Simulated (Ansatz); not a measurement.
**ScIr (Pm-3m): lattice vibrations**

```xyz
2
Lattice="3.1893 0.0000 0.0000 0.0000 3.1893 0.0000 0.0000 0.0000 3.1893" Properties=species:S:1:pos:R:3 pbc="T T T"
Sc    1.5947    1.5947    1.5947
Ir    0.0000    0.0000    0.0000
```

The conventional cell has a = 3.189 Å, b = 3.189 Å, c = 3.189 Å, α = 90.00°, β = 90.00°, γ = 90.00°. Sc (atom 1) has 8 Ir at 2.76 Å as nearest neighbours. Ir (atom 2) has 8 Sc at 2.76 Å as nearest neighbours.

Unless marked otherwise, the numbers come from PBEsol, all-electron LAPW in Ansatz 0.2.0, scalar-relativistic. k mesh 10×10×10, Fermi-Dirac smearing of 0.100 eV, basis error target 1 meV/atom. The cell was relaxed by PAW under this functional.

Atoms are displaced by 0.01 Å in the smallest supercells that hold the wave vectors of a 2×2×2 mesh. Negative values stand for unstable modes.

Question: What are the phonon energies at the solved wave vectors, in THz?

Answer: 

```tsv
q	point	modes (THz)
0.000 0.000 0.000	Gamma	6.41 (×3)
0.500 0.000 0.000	X	3.45 (×2), 3.97, 5.57 (×2), 10.15
0.500 0.500 0.000	M	3.27 (×2), 3.61, 5.86, 8.63 (×2)
0.500 0.500 0.500	R	3.99 (×3), 8.66 (×3)
```

Question: Is the structure dynamically stable at these wave vectors?

Answer: Yes, no mode is unstable there; wave vectors off this mesh aren't tested.

Question: How do the optical zone-centre modes decompose, and which are active?

Answer: Point group m-3m: Γ_opt = T1u.

```
label   THz  activity     mostly
  T1u  6.41        IR  Sc (81 %)
```

In a metal the activity is that of symmetry alone; free carriers screen the infrared modes.

Question: How well do frozen-core PAW files reproduce these all-electron values?

Answer: With a cutoff of 420 eV and displacements of 0.0025 Å, the r.m.s. difference over the modes is 0.1 cm⁻¹; the largest difference is 338.8 (PAW) against 338.7 cm⁻¹ (LAPW).

Question: The cell is scaled evenly to 31.467 and 33.414 Å³ (from 32.441), with free atoms relaxed and the shape held. What are the mode Grüneisen parameters γ = −d ln ω/d ln V?

Answer: For the highest mode, 353.5 cm⁻¹ in the small cell and 324.5 in the large one give γ ≈ 1.43. From the change of the dynamical matrix on each mode:

| point | cm⁻¹ | γ |
| --- | --- | --- |
| Gamma | 213.9 | 2.20 |
| X | 115.2 | 1.64 |
| X | 132.6 | 1.96 |
| X | 185.9 | 1.87 |
| X | 338.7 | 1.43 |
| M | 108.9 | 1.52 |
| M | 120.3 | 1.42 |
| M | 195.5 | 2.16 |
| M | 287.8 | 1.83 |
| R | 133.0 | 2.04 |
| R | 289.0 | 1.49 |

Weighted by the modes' heat capacities at 300 K, the mean on this mesh is 1.76; it moves with the q mesh, and a coarse one overweights the zone boundary.

Limits of these numbers: responses of metals move with mesh and smearing; no spin-orbit coupling on heavy atoms; the frozen-core PAW files of the compared runs were fitted under PBE, their cores solved anew for this functional.
